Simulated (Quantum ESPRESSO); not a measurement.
## MgAl3N3O (input and log of a self-consistent run)

A calculation, not a measurement. The program is pw.x of Quantum ESPRESSO 7.5 (plane-wave density functional theory). The cell is made up: 8 atoms on a rocksalt lattice, with randomly drawn elements, strain and displacements, not relaxed. PseudoDojo standard norm-conserving files (v0.5 for PBE, v0.4.1 for LDA and PBEsol) set the functional; there is no spin polarisation, spin-orbit coupling or dispersion term, and the masses in the input are unused placeholders.

Input:

```
&control calculation='scf', pseudo_dir='./dojo.nc.sr.pbe.v0_5.standard.upf', outdir='./o', disk_io='medium', tprnfor=.true., tstress=.true. /
&system ibrav=0, nat=8, ntyp=4, nbnd=26, ecutwfc=84.00895049, nosym=.true., tot_charge=0,
 occupations='smearing', smearing='fd', degauss=0.0018374661
/
&electrons conv_thr=7.350e-09, electron_maxstep=60, /
ATOMIC_SPECIES
Al 1.0 Al.upf
Mg 1.0 Mg.upf
N 1.0 N.upf
O 1.0 O.upf
CELL_PARAMETERS angstrom
4.0828 0.0032 0.047
0.0035 4.165 -0.0597
0.0468 -0.0595 4.1077
ATOMIC_POSITIONS angstrom
Mg -0.1426 -0.1257 0.0241
Al -0.0673 2.1179 2.059
Al 2.218 -0.1691 2.002
Al 2.111 2.1124 0.031
N 1.8728 -0.0966 0.1629
N 2.0959 1.9281 2.1418
N 4.2045 0.0596 2.0162
O 4.0323 2.1406 0.0155
K_POINTS automatic
4 4 4 1 1 1
```

The log is shortened where brackets say so; the opening notice, blank lines, dates and the lines on written files are dropped, and the path of the files is cut. It prints rydbergs, bohrs and kilobars, and counts compression as positive stress. With no partly filled state, the Fermi energy that it prints is only some level between the filled and the empty states on the mesh, and need not lie in the true gap.

```
     Program PWSCF v.7.5
     Parallel version (MPI & OpenMP), running on       1 processor cores
     Number of MPI processes:                 1
     Threads/MPI process:                     1
     [start-up lines left out]
     bravais-lattice index     =            0
     lattice parameter (alat)  =       7.7159  a.u.
     unit-cell volume          =     471.2169 (a.u.)^3
     number of atoms/cell      =            8
     number of atomic types    =            4
     number of electrons       =        40.00
     number of Kohn-Sham states=           26
     kinetic-energy cutoff     =      84.0090  Ry
     charge density cutoff     =     336.0358  Ry
     scf convergence threshold =      7.3E-09
     mixing beta               =       0.7000
     number of iterations used =            8  plain     mixing
     Exchange-correlation= PBE
                           (   1   4   3   4   0   0   0)
     [axes and pseudopotential details left out]
   Cartesian axes
     site n.     atom                  positions (alat units)
         1        Mg     tau(   1) = (  -0.0349247  -0.0307856   0.0059024  )
         2        Al     tau(   2) = (  -0.0164827   0.5187026   0.5042772  )
         3        Al     tau(   3) = (   0.5432185  -0.0414149   0.4903171  )
         4        Al     tau(   4) = (   0.5170127   0.5173556   0.0075923  )
         5        N      tau(   5) = (   0.4586743  -0.0236587   0.0398964  )
         6        N      tau(   6) = (   0.5133145   0.4722180   0.5245561  )
         7        N      tau(   7) = (   1.0297394   0.0145969   0.4937949  )
         8        O      tau(   8) = (   0.9875653   0.5242622   0.0037962  )
     number of k points=    32  Fermi-Dirac smearing, width (Ry)=  0.0018
                       cart. coord. in units 2pi/alat
        k(    1) = (   0.1234761   0.1242240   0.1246431), wk =   0.0625000
        k(    2) = (   0.1206117   0.1277896   0.3732285), wk =   0.0625000
     [further k points left out]
     Dense  grid:    49045 G-vectors     FFT dimensions: (  45,  45,  45)
     Estimated max dynamical RAM per process >      58.60 MB
     Initial potential from superposition of free atoms
     starting charge      39.9918, renormalised to      40.0000
     Starting wfcs are   33 randomized atomic wfcs
     total cpu time spent up to now is        3.3 secs
     per-process dynamical memory:    40.2 Mb
     Self-consistent Calculation
     iteration #  1     ecut=    84.01 Ry     beta= 0.70
     Davidson diagonalization with overlap
     ethr =  1.00E-02,  avg # of iterations =  4.5
     total cpu time spent up to now is        9.8 secs
     total energy              =    -227.77020988 Ry
     estimated scf accuracy    <       1.85543161 Ry
     iteration #  2     ecut=    84.01 Ry     beta= 0.70
     Davidson diagonalization with overlap
     ethr =  4.64E-03,  avg # of iterations =  2.0
     total cpu time spent up to now is       15.6 secs
     total energy              =    -228.31419192 Ry
     estimated scf accuracy    <       1.40660970 Ry
     iteration #  3     ecut=    84.01 Ry     beta= 0.70
     Davidson diagonalization with overlap
     ethr =  3.52E-03,  avg # of iterations =  2.0
     total cpu time spent up to now is       21.9 secs
     total energy              =    -228.55067643 Ry
     estimated scf accuracy    <       0.03617295 Ry
     iteration #  4     ecut=    84.01 Ry     beta= 0.70
     Davidson diagonalization with overlap
     ethr =  9.04E-05,  avg # of iterations =  7.0
     total cpu time spent up to now is       31.6 secs
     total energy              =    -228.56504765 Ry
     estimated scf accuracy    <       0.00543065 Ry
     iteration #  5     ecut=    84.01 Ry     beta= 0.70
     Davidson diagonalization with overlap
     ethr =  1.36E-05,  avg # of iterations =  4.9
     total cpu time spent up to now is       40.0 secs
     total energy              =    -228.56602218 Ry
     estimated scf accuracy    <       0.00154120 Ry
     iteration #  6     ecut=    84.01 Ry     beta= 0.70
     Davidson diagonalization with overlap
     ethr =  3.85E-06,  avg # of iterations =  3.0
     total cpu time spent up to now is       47.7 secs
     total energy              =    -228.56608807 Ry
     estimated scf accuracy    <       0.00030393 Ry
     iteration #  7     ecut=    84.01 Ry     beta= 0.70
     Davidson diagonalization with overlap
     ethr =  7.60E-07,  avg # of iterations =  2.3
     total cpu time spent up to now is       53.7 secs
     total energy              =    -228.56609643 Ry
     estimated scf accuracy    <       0.00004818 Ry
     iteration #  8     ecut=    84.01 Ry     beta= 0.70
     Davidson diagonalization with overlap
     ethr =  1.20E-07,  avg # of iterations =  2.1
     total cpu time spent up to now is       60.2 secs
     total energy              =    -228.56611295 Ry
     estimated scf accuracy    <       0.00000312 Ry
     iteration #  9     ecut=    84.01 Ry     beta= 0.70
     Davidson diagonalization with overlap
     ethr =  7.79E-09,  avg # of iterations =  2.0
     total cpu time spent up to now is       67.3 secs
     total energy              =    -228.56611338 Ry
     estimated scf accuracy    <       0.00000027 Ry
     iteration # 10     ecut=    84.01 Ry     beta= 0.70
     Davidson diagonalization with overlap
     ethr =  6.78E-10,  avg # of iterations =  2.1
     total cpu time spent up to now is       72.9 secs
     total energy              =    -228.56611344 Ry
     estimated scf accuracy    <       0.00000002 Ry
     iteration # 11     ecut=    84.01 Ry     beta= 0.70
     Davidson diagonalization with overlap
     ethr =  3.89E-11,  avg # of iterations =  3.7
     total cpu time spent up to now is       79.4 secs
     End of self-consistent calculation
          k = 0.1235 0.1242 0.1246 (  6132 PWs)   bands (ev):
   -62.3789 -29.3226 -29.2011 -29.1632  -9.3365  -4.9252  -2.6318  -1.9451
     3.3196   3.5442   4.0593   5.8167   6.6989   6.9770   7.7385   7.9483
     8.6026   9.2748   9.8175  11.0597  14.2906  14.9583  15.7429  16.5778
    17.0725  17.6325
     [levels at the other k points left out]
     the Fermi energy is    12.4376 ev
!    total energy              =    -228.56611344 Ry
     estimated scf accuracy    <          4.8E-09 Ry
     smearing contrib. (-TS)   =       0.00000000 Ry
     internal energy E=F+TS    =    -228.56611344 Ry
     The total energy is F=E-TS. E is the sum of the following terms:
     one-electron contribution =     -90.91469240 Ry
     hartree contribution      =      68.24200712 Ry
     xc contribution           =     -50.14587190 Ry
     ewald contribution        =    -155.74755627 Ry
     convergence has been achieved in  11 iterations
     Forces acting on atoms (cartesian axes, Ry/au):
     atom    1 type  2   force =     0.05979917    0.09645790   -0.05100688
     atom    2 type  1   force =     0.08818643   -0.05853113   -0.00361274
     atom    3 type  1   force =    -0.09250057    0.07604733    0.07255034
     atom    4 type  1   force =    -0.06953300   -0.05044743   -0.00701179
     atom    5 type  3   force =     0.10528873    0.00188842   -0.08693066
     atom    6 type  3   force =    -0.00371671    0.05728459   -0.02429726
     atom    7 type  3   force =    -0.07536318   -0.05968171    0.09851505
     atom    8 type  4   force =    -0.01216086   -0.06301798    0.00179395
     Total force =     0.315168     Total SCF correction =     0.000052
     Computing stress (Cartesian axis) and pressure
          total   stress  (Ry/bohr**3)                   (kbar)     P=       72.31
   0.00076122  -0.00009896  -0.00040975          111.98      -14.56      -60.28
  -0.00009896  -0.00025274   0.00060806          -14.56      -37.18       89.45
  -0.00040975   0.00060806   0.00096627          -60.28       89.45      142.14
     init_run     :      3.06s CPU      3.20s WALL (       1 calls)
     electrons    :     72.93s CPU     76.13s WALL (       1 calls)
     forces       :      1.05s CPU      1.07s WALL (       1 calls)
     stress       :      3.95s CPU      3.99s WALL (       1 calls)
     [timing details left out]
     PWSCF        :   1m21.09s CPU   1m24.54s WALL
     JOB DONE.
```

In other units: free energy -3109.800 eV for the cell, pressure 7.23 GPa, largest force component 2.707 eV/Å. A rerun of this cell at 1437 eV and a 6 x 6 x 6 mesh moved values by no more than 0.004 eV in energy, 0.02 GPa in stress and 0.007 eV/Å in force.